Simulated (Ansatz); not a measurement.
**Vibrations of BP (F-43m) by finite displacements**

```yaml
crystal:
  lattice:
    - [0.00000, 2.24538, 2.24538]
    - [2.24538, 0.00000, 2.24538]
    - [2.24538, 2.24538, 0.00000]
  atoms:
    - { symbol: B, position: [0.00000, 0.00000, 0.00000] }
    - { symbol: P, position: [0.75000, 0.75000, 0.75000] }
```

Unless marked otherwise, the numbers come from LDA, all-electron LAPW in Ansatz 0.2.0, scalar-relativistic. k mesh 8×8×8, fixed occupations, basis error target 0.5 meV/atom. The cell was relaxed by PAW under this functional.

Atoms are displaced by 0.01 Å in the smallest supercells that hold the wave vectors of a 2×2×2 mesh. Negative values stand for unstable modes. The zone centre has no LO-TO term.

(1) What are the phonon energies at the solved wave vectors, in cm⁻¹?

(2) Is the structure dynamically stable at these wave vectors?

(3) How do the optical zone-centre modes decompose, and which are active?

(4) How well do frozen-core PAW files reproduce these all-electron values?

(5) The cell is scaled evenly to 22.188 and 23.094 Å³ (from 22.641), with free atoms relaxed and the shape held. What are the mode Grüneisen parameters γ = −d ln ω/d ln V?

(6) Linear response on PAW files adds the field. What are the dielectric tensor, the Born charges and the LO shift?

Results:

(1) 

| q | point | modes (cm⁻¹) |
| --- | --- | --- |
| 0.000 0.000 0.000 | Gamma | 821.4 (×3) |
| 0.500 0.000 0.000 | L | 222.8 (×2), 517.7, 775.1, 782.6 (×2) |
| 0.500 0.500 0.000 | X | 311.4 (×2), 536.6, 729.3 (×2), 804.0 |

(2) Yes, no mode is unstable there; wave vectors off this mesh aren't tested.

(3) Point group -43m: Γ_opt = T2.

```csv
label,cm⁻¹,activity,mostly
T2,821.4,IR and Raman,B (74 %)
```

(4) With a cutoff of 420 eV and displacements of 0.0025 Å, the r.m.s. difference over the modes is 0.4 cm⁻¹; the largest difference is 820.8 (PAW) against 821.4 cm⁻¹ (LAPW).

(5) For the highest mode, 838.2 cm⁻¹ in the small cell and 805.1 in the large one give γ ≈ 1.01. From the change of the dynamical matrix on each mode:

```
point   cm⁻¹      γ
Gamma  821.4   1.01
    L  222.8  -0.25
    L  517.7   1.02
    L  775.1   1.10
    L  782.6   1.20
    X  311.4  -0.18
    X  536.6   0.93
    X  729.3   1.45
    X  804.0   1.04
```

Weighted by the modes' heat capacities at 300 K, the mean on this mesh is 0.47; it moves with the q mesh, and a coarse one overweights the zone boundary. Rows under −0.05 (2 here) are modes that soften under compression and pull towards negative thermal expansion.

(6) ε∞ = (9.18, 9.18, 9.18) along x, y, z with local fields. Born charges (xx, yy, zz): B1 (-0.64, -0.64, -0.64); P2 (0.64, 0.64, 0.64). The highest zone-centre mode lies at 820.8 cm⁻¹ without the macroscopic field and at 828.1 cm⁻¹ with it, for q along x. Lyddane-Sachs-Teller then gives ε₀ = ε∞ (ω_LO/ω_TO)² = 9.34. With the ions free to follow the field, the program's ε₀ is (9.34, 9.34, 9.34).

Limits of these numbers: the frozen-core PAW files of the compared runs were fitted under PBE, their cores solved anew for this functional; field response not resolved by the mesh; semilocal gaps are low, and ε∞ tends to come out large.
